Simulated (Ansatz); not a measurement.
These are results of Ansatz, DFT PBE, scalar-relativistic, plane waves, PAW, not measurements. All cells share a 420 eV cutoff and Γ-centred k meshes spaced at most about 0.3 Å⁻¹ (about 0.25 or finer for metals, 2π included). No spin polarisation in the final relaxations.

All energies are static (0 K, no zero-point motion). All come from trial cells, and lower structures may exist.

Question: These unrelaxed guesses for SiF are each relaxed within their symmetry. Order them by the energy at which they end, lowest first.
1.

```xyz
2
Lattice="1.5663 0.9043 2.5807 -1.5663 0.9043 2.5807 0.0000 -1.8087 2.5807" Properties=species:S:1:pos:R:3 pbc="T T T"
Si    0.0000    0.0000    3.8710
F     0.0000    0.0000    0.0000
```

2.

```xyz
8
Lattice="3.1327 0.0000 0.0000 -1.5663 2.7130 0.0000 0.0000 0.0000 10.3228" Properties=species:S:1:pos:R:3 pbc="T T T"
Si    1.5663    0.9043    1.2903
Si    1.5663    0.9043    3.8710
Si    0.0000    1.8087    6.4517
Si    0.0000    1.8087    9.0324
F     0.0000    0.0000    0.0000
F     0.0000    1.8087    2.5807
F     0.0000    0.0000    5.1614
F     1.5663    0.9043    7.7421
```

Answer: 1 (ends in R-3m, 0 meV/atom), 2 (ends in P6_3/mmc, 176 meV/atom).

In R-3m an odd number of electrons in the primitive cell allows no gap without spin; a larger cell or a magnetic state could open one. A magnetic state wasn't ruled out in cells without spin, among them R-3m. Cells relaxed within their symmetry can be saddle points. Some candidate types were left out of the draw beforehand, so a known form may be missing.
